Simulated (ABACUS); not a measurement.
ABACUS run on BN (P2_1/m, 4 atoms in the cell; from Materials Project mp-7991, changed as shown): self-consistent single point.

All values come from this method and carry its errors: PBE, PseudoDojo 0.5 standard norm-conserving PBE (tails mended) pseudopotentials (plane waves; ABACUS).

The change in words: lattice vector b scaled by 0.99. Reference geometry (P6_3/mmc):
```
CELL_PARAMETERS angstrom
      2.50164     0.00000     0.00000
     -1.25082     2.16648     0.00000
      0.00000     0.00000     7.36932
ATOMIC_POSITIONS crystal
  B  0.66667 0.33333 0.75000
  B  0.33333 0.66667 0.25000
  N  0.00000 0.00000 0.75000
  N  0.00000 0.00000 0.25000
```

Reference input (self-consistent single point, DFT, PBE, plane waves, PseudoDojo 0.5 standard norm-conserving PBE (tails mended) pseudopotentials): KPT = Gamma 12 12 4 0 0 0; basis_type = pw; dft_functional = PBE; ecutwfc = 84 Ry; smearing_method = fixed; potentials = PseudoDojo 0.5 standard norm-conserving PBE (tails mended); symmetry = 1; symmetry_prec = 1e-05; ks_solver = dav_subspace; scf_nmax = 100; scf_thr = 1.0e-09 Ry; mixing_type = broyden. This run's input differs from it in these lines:

```diff
@@ -27,3 +27,3 @@
    2.5016400000    0.0000000000    0.0000000000
-  -1.2508200000    2.1664840000    0.0000000000
+  -1.2383120000    2.1448190000    0.0000000000
    0.0000000000    0.0000000000    7.3693200000
```

The program printed (abridged):

```
 SELF-CONSISTENT
 -------------------------------------------
                                 init_chg = atomic

 PW ALGORITHM --------------- ION=   1  ELEC=   1--------------------------------

 Density error is 0.789697716775
                          Error Threshold = 0.01
 E_KohnSham     -53.3840351123       -726.3270597590
 E_Fermi        0.0747031418         1.0163883865

 PW ALGORITHM --------------- ION=   1  ELEC=   2--------------------------------

 Density error is 0.379253609418
                          Error Threshold = 0.00493561072985
 E_KohnSham     -53.5451743340       -728.5194713453
   [... lines left out ...]

 Density error is 3.78287728066e-08
                          Error Threshold = 1.17998346771e-09
 E_KohnSham     -53.6298964128       -729.6721743633
 E_Fermi        0.2994398195         4.0740877537

 PW ALGORITHM --------------- ION=   1  ELEC=   8--------------------------------

 Density error is 4.02417133272e-10
                          Error Threshold = 2.36429830041e-10
 E_KohnSham     -53.6298964183       -729.6721744392
 E_KS(sigma->0) -53.6298964183       -729.6721744392
 E_entropy(-TS) 0.0000000000         0.0000000000
 E_Fermi        0.2994634357         4.0744090677
 charge density convergence is achieved
 final etot is -729.67217444 eV
 EFERMI = 4.0744090677 eV

 STATE ENERGY(eV) AND OCCUPATIONS    NSPIN == 1
   [... 15 lines left out ...]

 TOTAL-FORCE (eV/Angstrom)
                        B1        -0.0787698449        -0.1430474434         0.0000000000
                        B2         0.0787698449         0.1430474434         0.0000000000
                        N1         0.0786636612         0.1428560451         0.0000000000
                        N2        -0.0786636612        -0.1428560451         0.0000000000

 TOTAL-STRESS (KBAR)
        49.9804426568       -20.2975898244         0.0000000000
       -20.2975898244       120.8747451285         0.0000000000
         0.0000000000         0.0000000000        16.1454482488
 TOTAL-PRESSURE: 62.333545 KBAR

 --------------------------------------------
 !FINAL_ETOT_IS -729.6721744391559241 eV
 --------------------------------------------
```

The run converged in 8 iterations. Against the reference run the free energy rises by 5.2 meV/atom, the pressure goes from 2.82 to 6.23 GPa, the largest force goes from 0.000 to 0.163 eV/Å and the gap on the mesh hardly changes (3.868 to 3.874 eV).

The structure comes from a collection of computed structures, made at another level of theory; the collection holds predicted forms beside known ones.

Cost on one core: around 3 core-minutes (rough).

“Tails mended”: in these copies of the files the far tail of each local potential was reset to the Coulomb form.
